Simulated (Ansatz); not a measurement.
The cell of SrMgAuC6N6 is invented: cyanide-bridged rock-salt net of two metals, 1 guest cations a cell (F-43m, No. 216). The dimensions are guesses.

```
CELL_PARAMETERS angstrom
0.00000 5.15750 5.15750
5.15750 0.00000 5.15750
5.15750 5.15750 0.00000
ATOMIC_POSITIONS crystal
Sr 0.75000 0.75000 0.75000
Mg 0.00000 0.00000 0.00000
C 0.80805 0.19195 0.19195
C 0.19195 0.19195 0.80805
C 0.80805 0.19195 0.80805
C 0.19195 0.80805 0.80805
C 0.80805 0.80805 0.19195
C 0.19195 0.80805 0.19195
Au 0.50000 0.50000 0.50000
N 0.69462 0.30538 0.30538
N 0.30538 0.30538 0.69462
N 0.69462 0.30538 0.69462
N 0.30538 0.69462 0.69462
N 0.69462 0.69462 0.30538
N 0.30538 0.69462 0.30538
```

Computed with Ansatz, DFT PBE, scalar-relativistic, plane waves, PAW. Cutoff 420 eV, Gaussian smearing, Γ-centred meshes. Cell and atoms relax first on a coarse mesh and then on a finer one. In between, the cell is made exact in the group found at 0.06 Å. In metals the finer mesh still leaves noise of several meV/atom or more. The steps can't lower the symmetry of their start. Collinear spin is switched on along the way, since trial moments persisted in a coarse test.

A guess keeps its type if space group and coordination stay and the shape of the cell changes little (axis ratios within about 15 %, angles within 6°); the volume may change.

Problem. Does this structure survive the relaxation?

Solution. It keeps its type. The symmetry stays F-43m (No. 216). The volume per atom grows by 34.9 %, from 18.3 to 24.7 Å³. The shortest distance stays 1.17 Å (C–N). Counting neighbours within 15 % of an atom's shortest distance, the start has Au 6, C 1, Mg 6, N 1, Sr 24 and the end Au 6, C 1, Mg 6, N 1, Sr 24.

The last run used collinear spin, a 6×6×6 mesh for its 15-atom cell and Gaussian smearing of 0.10 eV. These runs have no spin–orbit coupling, which can matter for Au. Another magnetic order may lie lower. A structure relaxed within its symmetry needn't be a true minimum.
